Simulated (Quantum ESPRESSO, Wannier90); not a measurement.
# BaTiO3 (Amm2), plane waves to Wannier functions

```
CELL_PARAMETERS angstrom
      3.98333     0.00000     0.00000
      0.00000     2.86259     2.87534
      0.00000    -2.86259     2.87534
ATOMIC_POSITIONS crystal
  Ba 0.00000 0.00341 0.00341
  Ti 0.50000 0.51850 0.51850
  O  0.50000 0.97843 0.49135
  O  0.50000 0.49135 0.97843
  O  0.00000 0.48820 0.48820
```

Cell from Materials Project (mp-5777), symmetrised, no further relaxation. COD (Crystallography Open Database) has the formula in 5 space groups, this one among them (matched by group alone). Method: LDA plane waves in Quantum ESPRESSO 7.5 (PseudoDojo norm-conserving files, 68 Ry, no spin polarisation, no spin-orbit coupling), Bloch states on a 8×8×8 mesh through Γ, Wannier90 4.0.1. Density: 8×8×8 mesh, cold smearing 0.01 Ry. Spin-orbit coupling is left out although heavy elements are present.

Base run: 14 functions from bands 12-38 of the 38 computed, start hydrogen-like Ti: d; O: p, centres 0.05 Å off the atoms, frozen window up to 3.63 eV relative to the valence-band maximum, outer window open. Its settings: num_cg_steps = 5, trial_step = 2 and dis_mix_ratio = 0.5 (the program's defaults), conv_tol = 1.0e-6 over 4 steps, num_iter = 1000, dis_conv_tol = 1.0e-6, dis_num_iter = 1000. One of them is changed at a time.

| run | disentanglement steps | localisation steps | Ω_I (Å²) | Ω_total (Å²) | ended |
|---|---|---|---|---|---|
| base | 105 | 37 | 14.468 | 14.769 | converged |
| fixed_step = 2.0 | 105 | 1000 | 14.468 | 14.811 | step limit |
| trial_step = 0.5 | 105 | 37 | 14.468 | 14.769 | converged |
| dis_num_iter = 20 | 20 | 37 | 14.494 | 14.789 | step limit |
